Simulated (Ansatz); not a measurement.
Given:

Sn2PbSe3:
```
Sn2PbSe3
1.0
    4.20555     0.00000     0.00000
   -2.10278     3.64212     0.00000
    0.00000     0.00000    10.29308
Sn Pb Se
2 1 3
Direct
  0.33333   0.66667   0.66355
  0.66667   0.33333   0.33645
  0.00000   0.00000   0.00000
  0.33333   0.66667   0.17372
  0.66667   0.33333   0.82628
  0.00000   0.00000   0.50000
```

This is the LDA-relaxed structure.

Question: All from plane-wave PAW LDA (Ansatz code), unless another level is named. Estimate the bulk modulus (Birch–Murnaghan fit).

Answer: 59.0 GPa.

Question: Predict the highest zone-centre frequency.

Answer: 160 cm^-1.

Space group P-3m1. The first step of the workflow began from a Materials Project structure, measured or hypothetical; the Crystallography Open Database copy checked does not list it. With Sn and Pb taken as one species the cell has the higher symmetry Fm-3m, so it may be an ordered model of a mixed-site phase. Its standing as an ambient phase is unchecked. Symmetry was held in the LDA relaxation; of distortions, only those at the zone centre were tested. As this level gives no gap, phonon frequencies hold no LO–TO term and depend on the k-mesh and smearing (Fermi–Dirac, 0.1 eV here). Spin–orbit coupling is left out wherever it is not named.

Potentials: the later of the program's two PAW sets.
